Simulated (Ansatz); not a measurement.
Input file for Ansatz (a quantum-chemistry and plane-wave program):

Ansatz 0.2 input:
```yaml
crystal:
  lattice:
    - [4.1231348211, 0.0, 0.0]
    - [-2.0615674106, 3.5707394983, 0.0]
    - [0.0, 0.0, 7.3331959289]
  atoms:
    - { symbol: Pb, position: [0.0, 0.0, 0.0] }
    - { symbol: Pb, position: [0.0, 0.0, 0.5] }
    - { symbol: S, position: [0.3333333333, 0.6666666667, 0.25] }
    - { symbol: S, position: [0.6666666667, 0.3333333333, 0.75] }
kpoints:
  mp_grid: { grid: [7, 7, 4] }
hamiltonian:
  xc: r2scan
  pseudopotentials: { kind: paw }
scf:
  occupations: { method: fixed }
output:
  optics: { e_range: [0.0, 15.0], de: 0.05, sigma: 0.1, bands: { spectra_wanted_up_to: 12 eV } }
```

Output (shortened):

```
output.optics: the spectra are integrated over the Brillouin zone by k·p interpolation around the k-points, where levels, occupations, output.optics.sigma and …
Pseudopotential: Pb, paw, valence charge 14
Pseudopotential: S, paw, valence charge 6
Functional definition: r2SCAN
Crystal: 4 atoms, lattice volume = 107.964 Å³
Basis set: ecut = 500 eV, 2721 PW (Γ), exchange–correlation on 128×128×216 points (64 copies of the dense FFT grid, shifted against one another)
Bands: 24, of which v1, the nominal top of the filled ones, is band 20 counted from 1 (19 counted from 0)
Symmetry: 24 space group operations
Space group: P63/mmc (ITA 194), of the structure as read, at distance tolerance 4.8e-5 Å
k-points: 24 of 196
SCF iter   1: F=—  HF=-25655.728749 eV  |F-HF|=—  |Δ(HF+E_count)|=         —  Δρ=5.95e-3  dr2=2.82e-2  dr2_τ=5.97e-3  ethr=1.77e-3  ⟨swp⟩=4.9  Hψ=2402  notcnv=0  defer=40
preconditioner: auto → Resta (q_TF=auto, 2.312 Å⁻¹)
SCF iter   2: F=—  HF=-25655.739372 eV  |F-HF|=—  |Δ(HF+E_count)|=   1.06e-2  Δρ=2.75e-3  dr2=7.65e-3  dr2_τ=1.97e-4  ethr=7.04e-5  ⟨swp⟩=2.0  Hψ=1298  notcnv=0  defer=46
SCF iter   3: F=—  HF=-25655.738981 eV  |F-HF|=—  |Δ(HF+E_count)|=   3.91e-4  Δρ=7.29e-4  dr2=4.28e-4  dr2_τ=4.03e-5  ethr=1.91e-5  ⟨swp⟩=2.7  Hψ=1105  notcnv=0  defer=46
SCF iter   4: F=—  HF=-25655.739105 eV  |F-HF|=—  |Δ(HF+E_count)|=   1.24e-4  Δρ=2.11e-4  dr2=6.56e-5  dr2_τ=6.22e-6  ethr=1.07e-6  ⟨swp⟩=2.2  Hψ=795  notcnv=0  defer=38
SCF iter   5: F=—  HF=-25655.739114 eV  |F-HF|=—  |Δ(HF+E_count)|=   9.67e-6  Δρ=4.18e-5  dr2=1.60e-6  dr2_τ=4.54e-8  ethr=1.64e-7  ⟨swp⟩=2.0  Hψ=768  notcnv=0  defer=19
SCF iter   6: F=—  HF=-25655.739107 eV  |F-HF|=—  |Δ(HF+E_count)|=   6.95e-6  Δρ=1.05e-5  dr2=1.12e-7  dr2_τ=2.58e-9  ethr=3.99e-9  ⟨swp⟩=2.2  Hψ=876  notcnv=0  defer=4
SCF iter   7: F=—  HF=-25655.739107 eV  |F-HF|=—  |Δ(HF+E_count)|=   1.86e-8  Δρ=1.51e-6  dr2=4.45e-9  dr2_τ=1.31e-10  ethr=2.81e-10  ⟨swp⟩=2.0  Hψ=768  notcnv=0  defer=4
SCF iter   8: F=—  HF=-25655.739107 eV  |F-HF|=—  |Δ(HF+E_count)|=  8.22e-10  Δρ=5.62e-7  dr2=2.96e-10  dr2_τ=9.53e-12  ethr=1.11e-11  ⟨swp⟩=2.0  Hψ=1048  notcnv=0  defer=4
SCF iter  10: F=-25655.739107 eV  HF=-25655.739107 eV  |F-HF|=1.09e-11  |Δ(HF+E_count)|=  3.64e-12  Δρ=1.24e-8  dr2=1.73e-13  dr2_τ=4.96e-15  ethr=1.00e-12  ⟨swp⟩=5.4  Hψ=2088  notcnv=0
SCF 1 converged in 10 iterations: F = -25655.739107 eV  dr2 = 1.73e-13
NSCF: frozen V_eff on 24 k-points
Optics k sum: 0 of 24 k-points
Optics k sum: 2 of 24 k-points
Optics k sum: 3 of 24 k-points
Optics k sum: 4 of 24 k-points
Optics k sum: 5 of 24 k-points
Optics k sum: 6 of 24 k-points
Optics k sum: 8 of 24 k-points
Optics k sum: 9 of 24 k-points
Optics k sum: 10 of 24 k-points
Optics k sum: 11 of 24 k-points
Optics k sum: 12 of 24 k-points
Optics k sum: 14 of 24 k-points
Optics k sum: 15 of 24 k-points
Optics k sum: 16 of 24 k-points
Optics k sum: 17 of 24 k-points
Optics k sum: 18 of 24 k-points
Optics k sum: 20 of 24 k-points
Optics k sum: 21 of 24 k-points
Optics k sum: 22 of 24 k-points
Optics k sum: 23 of 24 k-points
Optics k sum: 24 of 24 k-points
Optics k sum: 0 of 24 k-points
Optics k sum: 2 of 24 k-points
Optics k sum: 3 of 24 k-points
Optics k sum: 4 of 24 k-points
Optics k sum: 5 of 24 k-points
Optics k sum: 6 of 24 k-points
Optics k sum: 8 of 24 k-points
Optics k sum: 9 of 24 k-points
Optics k sum: 10 of 24 k-points
Optics k sum: 11 of 24 k-points
Optics k sum: 12 of 24 k-points
Optics k sum: 14 of 24 k-points
Optics k sum: 15 of 24 k-points
Optics k sum: 16 of 24 k-points
Optics k sum: 17 of 24 k-points
Optics k sum: 18 of 24 k-points
Optics k sum: 20 of 24 k-points
Optics k sum: 21 of 24 k-points
Optics k sum: 22 of 24 k-points
Optics k sum: 23 of 24 k-points
Optics k sum: 24 of 24 k-points
Optics k sum: 0 of 24 k-points
Optics k sum: 2 of 24 k-points
Optics k sum: 3 of 24 k-points
Optics k sum: 4 of 24 k-points
Optics k sum: 5 of 24 k-points
Optics k sum: 6 of 24 k-points
Optics k sum: 8 of 24 k-points
Optics k sum: 9 of 24 k-points
Optics k sum: 10 of 24 k-points
Optics k sum: 11 of 24 k-points
Optics k sum: 12 of 24 k-points
Optics k sum: 14 of 24 k-points
Optics k sum: 15 of 24 k-points
Optics k sum: 16 of 24 k-points
Optics k sum: 17 of 24 k-points
Optics k sum: 18 of 24 k-points
Optics k sum: 20 of 24 k-points
Optics k sum: 21 of 24 k-points
Optics k sum: 22 of 24 k-points
Optics k sum: 23 of 24 k-points
Optics k sum: 24 of 24 k-points
NSCF: frozen V_eff on 1 k-points
NSCF: frozen V_eff on 1 k-points
NSCF: frozen V_eff on 1 k-points
NSCF: frozen V_eff on 1 k-points
output.optics: what the bands over the 51 summed would add to eps1, eps2 and the energy-loss function is held between a lower and an upper bound (8 Lanczos …
SCF converged after 10 iterations
Free energy (F): -25655.739107 eV
Harris-Foulkes:  -25655.739107 eV  (|F-HF|=1.09e-11)
Internal energy: -25655.739107 eV  (E = F + TS)
E sigma→0 (E₀):  -25655.739107 eV
Fermi energy:    8.259119 eV
--- Per-component energies (eV) ---
  E_band       = -152.010721
  E_kinetic    = 784.442684
  E_local      = -2530.777699  (includes V_loc(G=0)·N_el)
  E_nonlocal   = 758.076088
  E_hartree    = 986.245523
  E_xc         = -601.116638
  E_vxc        = -479.836263  (∫ρ·V_xc dr)
  E_paw        = -22080.163400  (= ΣΔE_a)
  E_vpaw       = -686.238157  (= ΣTr[D̂ρ^β])
  E_aug_tail   = 0.000041  (compensation charges beyond the density's cutoff)
  E_vtau       = 29.831545  (kinetic-family band-sum trace: ∫τ·v_τ [+ j·A + Jᵃ·Aᵃ] dr)
  E_ewald      = -2974.157178
  E_core_change = 1.711471  (= ΣΔE_core)
  E_smearing   =  0.000000  (= −TS)
  E_closure    = 0.000000  (closes the sum)
  Σ components = -25655.739107   (vs F -25655.739107, Δ=0.00e0)
  [band-id]    e_kinetic+e_local+e_nonlocal+2·e_hartree+e_vxc+e_vpaw+e_augmentation_tail+e_vtau = -152.010715   (vs E_band -152.010721, Δ=5.88e-6)
--- Band table (eV; the first three rows and the last of 24) ---
  k-point 0: bands = ["-9.8239", "-9.7463", "-9.7463", "-9.7305", "-9.7305", "-9.7226", "-9.7226", "-9.6631", "-9.6615", "-9.6615", "-6.1229", "-5.0310", "-1.3574", "1.3591", "5.2332", "5.8114", "5.8114", "6.2480", "6.2480", "8.2591", "8.4984", "11.4659", "11.4659", "11.8716"]
  k-point 1: bands = ["-9.8001", "-9.7431", "-9.7431", "-9.7324", "-9.7324", "-9.7147", "-9.7147", "-9.6864", "-9.6710", "-9.6710", "-6.0040", "-5.2529", "-0.9573", "0.9064", "5.6147", "5.8767", "5.8767", "6.1860", "6.1860", "7.3568", "9.5351", "11.4635", "11.4635", "11.7283"]
  k-point 2: bands = ["-9.7430", "-9.7430", "-9.7372", "-9.7372", "-9.7372", "-9.7372", "-9.6935", "-9.6935", "-9.6935", "-9.6935", "-5.6746", "-5.6746", "-0.0469", "-0.0469", "6.0330", "6.0330", "6.0330", "6.0330", "6.4264", "6.4264", "10.8751", "10.8751", "11.5296", "11.5296"]
  k-point 23: bands = ["-9.7747", "-9.7747", "-9.7219", "-9.7219", "-9.7144", "-9.7144", "-9.7116", "-9.7116", "-9.6940", "-9.6940", "-4.6181", "-4.6181", "-0.5414", "-0.5414", "3.5193", "3.5193", "5.3572", "5.3572", "6.1232", "6.1232", "8.9977", "8.9977", "11.8350", "11.8350"]
```

Cost: very roughly 5 core-minutes on shared cores.

Space group P6_3/mmc (NiAs type). The start of the workflow was typed in or built on a structure type; neither database checked (COD, Materials Project) lists it. It is not the phase usual at ambient conditions (space group No. 225). The cell was relaxed with r²SCAN under the symmetry of its start; its stability against distortions is not shown here. Spin–orbit coupling is left out wherever it is not named.

Potentials: the later of the program's two PAW sets.

Ansatz is a plane-wave DFT program.
